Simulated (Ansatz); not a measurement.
AlAs (zinc blende)

```yaml
crystal:
  lattice:
    - [0.00000, 2.86406, 2.86406]
    - [2.86406, 0.00000, 2.86406]
    - [2.86406, 2.86406, 0.00000]
  atoms:
    - { symbol: As, position: [0.75000, 0.75000, 0.75000] }
    - { symbol: Al, position: [0.00000, 0.00000, 0.00000] }
```

Equation-of-state scan: isotropic scaling of the cell above, V₀ being its volume. Symmetry pins the atoms to their sites.

Calculation: PBE (plane waves to 420 eV, PAW, scalar-relativistic; Ansatz, a first-principles code). k mesh 10×10×10 (Γ-centred), Fermi-Dirac smearing 0.05 eV. E stands for the smeared free energy. Compression counts positive. AlAs was relaxed with its symmetry unable to fall. The PAW data are Ansatz's earlier set. The zero of ΔE is the relaxed starting cell.

```
V (Å³/atom)  ΔE (meV/atom)
-----------  -------------
21.144                59.3
21.536                39.9
21.927                24.7
22.319                13.5
22.710                 5.8
23.102                 1.4
23.493                 0.0
23.885                 1.3
24.276                 5.1
24.668                11.3
25.060                19.5
25.451                29.6
25.843            withheld
```

**Question.** Fit a third-order Birch-Murnaghan form (E₀, V₀, B₀, B₀′ free) to the given rows and predict ΔE at V = 25.843.

**Answer.** Least squares on the 12 given rows: ΔE = E₀ + (9V₀B₀/16)·y²·[2 + (B₀′ − 4)y], y = (V₀/V)^(2/3) − 1, with V₀ = 23.494 Å³/atom, B₀ = 67.12 GPa (160.2 GPa = 1 eV/Å³; the term in eV is multiplied by 1000), B₀′ = 4.30, E₀ = -0.01 meV/atom; root-mean-square residual 0.03 meV/atom. At 25.843 the fit gives 41.6 meV/atom; the calculation gives 41.5 meV/atom, so the extrapolation is off by 0.1 (+0.2 %). For the pressure the fit gives -5.21 GPa against the computed -5.19 GPa.

(A scan under strain: stresses follow from slopes of the energy per volume, elastic moduli from its curvatures.)
